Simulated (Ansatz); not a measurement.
**Ta (Im-3m), stationary points along a deformation path**

Computed with Ansatz, DFT LDA, scalar-relativistic, plane waves, PAW. Cutoff 420 eV, Γ-centred 22×22×22 k-points, Gaussian smearing of 0.2 eV. Spin–orbit coupling is left out, which can shift energies with elements as heavy as these. No spin polarisation. Energies are free energies at this smearing, counted from the undisturbed cell; pressure is positive in compression.

The undisturbed cell (as given, not relaxed at this level; it stands at -8.9 GPa):

```xyz
1
Lattice="-1.6513 1.6513 1.6513 1.6513 -1.6513 1.6513 1.6513 1.6513 -1.6513" Properties=species:S:1:pos:R:3 pbc="T T T"
Ta    0.0000    0.0000    0.0000
```

At fixed volume and fractional coordinates, lengths along (0.000, 0.000, 1.000) are scaled against those across it; ρ is that ratio over its starting value. V = 18.010 Å³/atom. Δσ is the stress along the axis less the mean stress across it (compression positive).

```
    ρ  ΔE (meV/atom)  Δσ (GPa) space group
0.707          372.6     19.31       I4/mmm
0.850           79.0     12.70       I4/mmm
1.000            0.0      0.00        Im-3m
1.200          123.3    -16.12       I4/mmm
1.414          270.4     -0.03        Fm-3m
```

How does the stress give the slope of the energy, and where is the energy stationary?

Along the path d ln(length) is 2/3 d ln ρ on the axis and −1/3 d ln ρ across it, so dE/d ln ρ = −(2/3) V Δσ: the energy falls with ρ where Δσ is positive. Δσ vanishes or changes sign at ρ = 1.000 (Im-3m), a minimum at 0.0 meV/atom; at ρ = 1.414 (Fm-3m, an end of the scan), at 270.4 meV/atom. Pairs of stationary points between two samples would go unseen, and could change a minimum read from distant neighbours into a maximum. At ρ = 1.000, 1.414 the cell is cubic, where symmetry alone makes the stress isotropic and the slope zero.

In a metal these slopes depend on the k mesh and the smearing.

Cost: 5 runs of about 1.1 core-minutes in all, on Arm Neoverse N1 (shared hosts).